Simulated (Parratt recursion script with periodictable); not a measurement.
# How the EUV peak of a Si/Mo multilayer on Si grows with the number of periods

```
layer, from the top  thickness (Å)  density (g/cm³)  rms roughness of its top face (Å)  δ at 13.5 nm  β at 13.5 nm
-------------------  -------------  ---------------  ---------------------------------  ------------  ------------
Si (in each period)           44.5            2.313                                  5  9.927 × 10⁻⁴      0.001813
Mo (in each period)           23.9           10.026                                  5       0.07476      0.006314
Si (substrate)                   –            2.313                                  5  9.927 × 10⁻⁴      0.001813
```

The refractive index is n = 1 − δ + iβ; the runs take δ and β at each wavelength of the scan. Vacuum lies above.

Densities are inputs, not measurements. They were set from computed cells of the Materials Project: Si from entry mp-149 (Fd-3m, 2.313 g/cm³); Mo from entry mp-129 (Im-3m, 10.026 g/cm³). A layer's crystal structure does not enter its constants, only its composition and density.

Calculation: EUV and soft X-ray reflectivity, Parratt recursion, Névot-Croce roughness, Henke tables; Parratt recursion script with periodictable 1.7.1.

Light falls at α = 6° from the surface normal. It is s-polarised. The wavelength is scanned from 12.42 to 14.58 nm in 161 evenly spaced points, without smoothing. The peak is the highest scan point; its wavelength and height come from a parabola through R at that point and its two neighbours.

The runs differ in the number of periods N alone.

| N | peak λ (nm) | peak R (%) |
|---|---|---|
| 5 | 13.422 | ? |
| 15 | 13.306 | 39.1 |
| 40 | 13.329 | 69.0 |
| 60 | 13.340 | 71.0 |

### Question
Estimate the peak reflectivity for N = 5, trying the form R = R∞ tanh²(aN).

### Answer
Take R∞ from the largest stack, 71.0 % at N = 60. For the shown row under 97 % of it, y = artanh[(R/R∞)^½] is 0.955 at N = 15, so a = 0.0637. This form gives tanh²y = 0.998 at N = 60, in keeping with the choice of R∞. At N = 5, y = 0.319 and R = 71.0 × tanh²y = 6.8 %.

The run gave 7.4 %, so the form misses by 0.6 points.
